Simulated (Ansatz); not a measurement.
## NaVCdO4 — electric field gradients

The cell is a Materials Project structure (computed, not necessarily an observed phase), taken as it stands.

```cif
data_NaVCdO4
_symmetry_space_group_name_H-M 'Cmcm'
_symmetry_Int_Tables_number 63
_cell_length_a 6.2166
_cell_length_b 9.5151
_cell_length_c 6.8748
_cell_angle_alpha 90.000
_cell_angle_beta 90.000
_cell_angle_gamma 90.000
loop_
_atom_site_label
_atom_site_type_symbol
_atom_site_symmetry_multiplicity
_atom_site_Wyckoff_symbol
_atom_site_fract_x
_atom_site_fract_y
_atom_site_fract_z
Na Na 4 b 0.5000 0.0000 0.5000
V V 4 c 0.5000 0.6398 0.2500
Cd Cd 4 c 0.5000 0.3246 0.2500
O7 O 8 g 0.7760 0.9707 0.7500
O9 O 8 f 0.5000 0.2513 0.9557
```

One atom of each set is listed; the run and its k-mesh use a cell of 14 atoms with edges of 5.68, 5.68, 6.87 Å.

Method: Kohn–Sham DFT in Ansatz, PBE, plane waves and PAW (field gradients read without the response of the frozen cores, which leaves them typically 4 to 6 % off), with spin–orbit coupling, 420 eV cutoff, Γ-centred 4×4×3 k-points, Fermi–Dirac smearing 0.02 eV.

V_zz is the principal component of the electric field gradient with the largest magnitude, η = (V_xx − V_yy)/V_zz and C_Q = eQV_zz/h.

²³Na: I = 3/2, Q = 104.0 mb; V-51: I = 7/2, Q = -52.00 mb; 17O: I = 5/2, Q = -25.58 mb. Quadrupole moments are those of Pyykkö's year-2017 table.

```tsv
site	atoms	first shell	V_zz (10²¹ V/m²)	η	C_Q (MHz)
Na	2	6 O at 2.41–2.44 Å	0.19	0.20	0.466
V	2	4 O at 1.75 Å	0.74	0.98	-0.929
Cd	2	4 O at 2.14–2.39 Å; also 2 O at 3.29 Å	-12.88	0.68	–
O7	4	1 V at 1.75 Å; also 1 Cd at 2.39 Å, 2 Na at 2.44 Å	-2.58	0.54	1.59
O9	4	1 V at 1.75 Å, 1 Cd at 2.14 Å; also 1 Na at 2.41 Å	5.16	0.57	-3.19
```

At O9 V_zz points along the longer of its two bonds, to Cd (within 12°).

Cd has no stable isotope with a ground-state quadrupole moment in the table, so no C_Q is given.

The largest force is 0.8 eV/Å, so the atoms aren't at the calculated equilibrium and relaxing them would move these values. Where η is near 1 the sign of V_zz means little.

Hardware: 1 thread of AMD EPYC 9R14 (Zen 4) (x86_64; 16 cores open to the job, memory cap 3.0 GiB, no GPU), a shared host with a load of 0.2 a core. Wall time 91 s, CPU time 91 s, peak memory 1.3 GiB.
